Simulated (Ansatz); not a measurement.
LiTaO$_{3}$:
```
CELL_PARAMETERS angstrom
      3.89424     0.00000     0.00000
      0.00000     3.89424     0.00000
      0.00000     0.00000     3.95837
ATOMIC_POSITIONS crystal
  Ta 0.50000 0.50000 0.40518
  Li 0.00000 0.00000 0.15896
  O  0.50000 0.50000 0.86672
  O  0.50000 0.00000 0.33757
  O  0.00000 0.50000 0.33757
```

This is the LDA-relaxed structure. Cartesian axes are those of the cell as given.

### Question
All from LDA in the plane-wave PAW code Ansatz, unless another level is named. Estimate the bulk modulus (Birch–Murnaghan fit).

### Answer
167 GPa.

### Question
Give the piezoelectric stress constants (proper, relaxed ions, C/m²).

### Answer
e15 = e24 = 1.15, e31 = e32 = -0.15, e33 = 3.46.

### Question
Give the elastic constants (relaxed ions, GPa).

### Answer
C11 = 371, C12 = 44.0, C13 = 110, C33 = 295, C44 = 48.5, C66 = 102.

### Question
What about the highest zone-centre frequency (without LO–TO term)?

### Answer
703 cm⁻¹.

Space group P4mm. The start of the workflow was typed in or built on a structure type; neither database checked (COD, Materials Project) lists it. It is not the phase usual at ambient conditions (space group No. 161). The cell was relaxed with LDA under the symmetry of its start. At this level the phase is dynamically unstable (imaginary phonons). The run is not spin-polarised. Spin–orbit coupling is left out wherever it is not named.

Potentials: the earlier of the program's two PAW sets.
